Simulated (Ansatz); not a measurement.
A geometry of Al away from equilibrium: step 5 of the relaxation of a generated trial cell of Al in the AFLOW prototype A_oP8_62_2c (A_c). Calculation: r2SCAN (plane waves to 500 eV, PAW, scalar-relativistic; Ansatz, a program for electronic structure). Γ-centred k-mesh 5×7×7 on the run's cell (coarser than for final values), Fermi–Dirac smearing 0.05 eV. The plane waves were selected for a different cell earlier on the path.

```yaml
crystal:
  lattice:
    - [5.94689, 0.00000, 0.00000]
    - [0.00000, 4.68304, 0.00000]
    - [0.00000, 0.00000, 4.64466]
  atoms:
    - { symbol: Al, position: [0.49979, 0.25000, 0.24544] }
    - { symbol: Al, position: [0.99979, 0.25000, 0.25456] }
    - { symbol: Al, position: [0.50021, 0.75000, 0.75456] }
    - { symbol: Al, position: [0.00021, 0.75000, 0.74544] }
    - { symbol: Al, position: [0.25703, 0.25000, 0.76415] }
    - { symbol: Al, position: [0.75703, 0.25000, 0.73585] }
    - { symbol: Al, position: [0.74297, 0.75000, 0.23585] }
    - { symbol: Al, position: [0.24297, 0.75000, 0.26415] }
```

Question: What forces act on the atoms (eV/Å)?

Answer: 
| atom | Fx | Fy | Fz |
|---|---|---|---|
| Al1 | 0.03 | 0.00 | 0.16 |
| Al2 | 0.03 | 0.00 | -0.16 |
| Al3 | -0.03 | 0.00 | -0.16 |
| Al4 | -0.03 | 0.00 | 0.16 |
| Al5 | -0.23 | 0.00 | -0.40 |
| Al6 | -0.23 | 0.00 | 0.40 |
| Al7 | 0.23 | 0.00 | 0.40 |
| Al8 | 0.23 | 0.00 | -0.40 |

The path ends in I4/mmm (No. 139) (AFLOW prototype A_tI2_139_a (A_a)). No spin polarisation in the result.

The run could not lose the symmetry of its start: the end is stationary, and may be a saddle point rather than a minimum.

The end of the path is a generated cell of Al: the first start was made by placing the elements on the sites of a structure type, and the end was not matched to a known phase here, so it may be hypothetical. Known forms of Al include space group No. 225.
